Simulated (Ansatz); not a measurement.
Sb$_{2}$S$_{3}$ in space group Pnma (No. 62; Pearson symbol oP20), plane-wave PAW LDA (Ansatz code). The conduction-band minimum lies at Γ, with 1 equivalent valley. Second derivatives d²E/dk² of the lowest band at one valley (eV·Å²), along Cartesian directions:

```json
[
 {"direction": "[100]", "d²E/dk²": "27.54"},
 {"direction": "[010]", "d²E/dk²": "14.14"},
 {"direction": "[001]", "d²E/dk²": "6.574"},
 {"direction": "[110]", "d²E/dk²": "20.89"},
 {"direction": "[101]", "d²E/dk²": "17.10"},
 {"direction": "[011]", "d²E/dk²": "10.43"}
]
```

Question: Find the principal effective masses, the density-of-states mass and the conductivity mass.

Answer: Off-diagonal terms follow from H_xy = H[110] − (H_xx + H_yy)/2, and m*/mₑ = 7.620 eV·Å² over each eigenvalue: 0.28, 0.54, 1.2. One valley's DOS mass (m₁m₂m₃)^(1/3) = 0.56, conductivity mass 3/(Σ 1/mᵢ) = 0.47 mₑ.

Question: What effective density of states Nc follows at 300 K for parabolic valleys?

Answer: Nc = 2.509e19 × 1 × (0.56)^(3/2) ≈ 1.1e19 cm⁻³.

The LDA relaxation kept the symmetry of its start; of distortions, only those at the zone centre were tested. A crystal of weakly bound chains computed without a dispersion correction: the cell and the soft elastic constants depend strongly on that. Spin–orbit coupling is left out wherever it is not named.

Potentials: the later of the program's two PAW sets.

Edges and masses are those of Kohn–Sham bands, whose gap is no quasiparticle gap.
